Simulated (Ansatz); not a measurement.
Nb:
```
CELL_PARAMETERS angstrom
      2.85896     0.00000     0.00000
     -1.42948     2.47593     0.00000
      0.00000     0.00000     5.24443
ATOMIC_POSITIONS crystal
  Nb 0.33333 0.66667 0.25000
  Nb 0.66667 0.33333 0.75000
```

Relaxed with r²SCAN. Special points in fractions of this cell's reciprocal vectors: Γ (0.000, 0.000, 0.000); M (0.500, 0.000, 0.000); K (0.333, 0.333, 0.000); A (0.000, 0.000, 0.500); L (0.500, 0.000, 0.500); H (0.333, 0.333, 0.500).

Problem. List the band energies nearest the Fermi level at these points for r²SCAN with spin–orbit coupling (plane waves, PAW; program Ansatz).

Solution. In eV from the Fermi level; about four levels below and three above (degenerate sets whole), none deeper than 8.9 eV; points with the same levels are listed once.

```
k                    below                above
-  -----------------------  -------------------
Γ  -4.15 -4.15 -1.09 -1.09  0.24 0.24 0.30 0.30
M  -3.43 -3.43 -0.55 -0.55  0.19 0.19 0.35 0.35
K  -0.68 -0.68 -0.63 -0.63  0.93 0.93 3.27 3.27
A  -1.41 -1.41 -1.41 -1.41  0.37 0.37 0.37 0.37
L  -2.54 -2.54 -2.54 -2.54  2.07 2.07 2.07 2.07
H  -0.53 -0.53 -0.47 -0.47  1.20 1.20 1.26 1.26
```

Space group P6_3/mmc (hcp (Mg type)). The start of the workflow was typed in or built on a structure type; the Crystallography Open Database copy checked does not list it. It is not the phase usual at ambient conditions (space group No. 229). Symmetry was held in the r²SCAN relaxation; whether a distortion lowers the energy is not shown. The run is not spin-polarised.

Potentials: the earlier of the program's two PAW sets.
